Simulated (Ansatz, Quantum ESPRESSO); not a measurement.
Given: the input of a run of Quantum ESPRESSO 7.5 on CsLiCr2Te2S3. The cell comes from a database or a generator and needn't be the stable form of this composition.

File pw.in:

```
&CONTROL
  calculation = 'scf'
  prefix = 'pwscf'
  outdir = './tmp'
  pseudo_dir = './pseudo'
  tprnfor = .true.
  tstress = .true.
  disk_io = 'nowf'
/
&SYSTEM
  ibrav = 0
  nat = 9
  ntyp = 5
  ecutwfc = 70
  nbnd = 61
  occupations = 'smearing'
  smearing = 'fd'
  degauss = 0.00367493
  nspin = 2
  starting_magnetization(1) = 0
  starting_magnetization(2) = 0
  starting_magnetization(3) = 0.2143
  starting_magnetization(4) = 0
  starting_magnetization(5) = 0
/
&ELECTRONS
  conv_thr = 1.8d-09
  electron_maxstep = 120
  mixing_beta = 0.3
/
ATOMIC_SPECIES
Cs   132.9055 Cs_ONCV_PBE-1.2.upf
Li     6.9400 Li_ONCV_PBE-1.2.upf
Cr    51.9961 Cr_ONCV_PBE-1.2.upf
Te   127.6000 Te_ONCV_PBE-1.2.upf
S     32.0600 S_ONCV_PBE-1.2.upf
CELL_PARAMETERS angstrom
   3.3192900000    1.9163900000    6.8798200000
  -3.3192900000    1.9163900000    6.8798200000
   0.0000000000   -3.8327900000    6.8798200000
ATOMIC_POSITIONS crystal
Cs     0.0000000000    0.0000000000    0.0000000000
Li     0.5000000000    0.5000000000    0.5000000000
Cr     0.7984800000    0.7984800000    0.7984800000
Cr     0.2015200000    0.2015200000    0.2015200000
Te     0.6799000000    0.6799000000    0.6799000000
Te     0.3201000000    0.3201000000    0.3201000000
S      0.1362600000    0.8637400000    0.5000000000
S      0.5000000000    0.1362600000    0.8637400000
S      0.8637400000    0.5000000000    0.1362600000
K_POINTS automatic
2 2 2 0 0 0
```

Potentials or basis: SG15 PBE 1.2.

The run is started by

```console
$ OMP_NUM_THREADS=1 mpirun -n 4 pw.x -in pw.in > pw.out
```

Q: What does the same run look like in Ansatz 0.2.0? Potentials or basis there: all-electron LAPW, scalar-relativistic.

A: As run (cutoffs and basis follow the program's own potentials, and thresholds, step limits or extra output files can differ):

File input.yaml:

```yaml
crystal:
  lattice:
    - [3.31929, 1.91639, 6.87982]
    - [-3.31929, 1.91639, 6.87982]
    - [0.0, -3.83279, 6.87982]
  atoms:
    - { symbol: Cs, position: [0.0, 0.0, 0.0] }
    - { symbol: Li, position: [0.5, 0.5, 0.5] }
    - { symbol: Cr, position: [0.79848, 0.79848, 0.79848], spin: 3.0 }
    - { symbol: Cr, position: [0.20152, 0.20152, 0.20152], spin: 3.0 }
    - { symbol: Te, position: [0.6799, 0.6799, 0.6799] }
    - { symbol: Te, position: [0.3201, 0.3201, 0.3201] }
    - { symbol: S, position: [0.13626, 0.86374, 0.5] }
    - { symbol: S, position: [0.5, 0.13626, 0.86374] }
    - { symbol: S, position: [0.86374, 0.5, 0.13626] }
kpoints:
  mp_grid: { grid: [2, 2, 2] }
scf:
  occupations: { method: fermi_dirac, width: 0.05 }
hamiltonian:
  xc: pbe
  pseudopotentials: { kind: all_electron, lapw: { basis_error: 0.005 } }
magnetization:
  spin_polarized: true
output:
  forces: true
  stress: true
  eigenvalues: true
```

Potentials or basis: all-electron LAPW, scalar-relativistic.

The run is started by

```sh
$ ansatz run input.yaml --threads 8 --pin off --max-ram 24576MiB --backend cpu --events-out ev --progress --plain --runs-dir out
```

Both were run:

|  | Quantum ESPRESSO | Ansatz |
| --- | --- | --- |
| Pressure | 0.7 GPa | 0.1 GPa |
| Net moment | 4.02 μB per cell | 4.01 μB per cell |
| Absolute moment | 6.69 μB per cell | 6.03 μB per cell |

Where Ansatz's input types no cutoff or centring, it takes its own default and a Γ-centred mesh.

The magnetic state is the one that the start led to; the real crystal's order can differ.

Pressure is positive in compression.

The k mesh is coarse, so the values aren't converged.
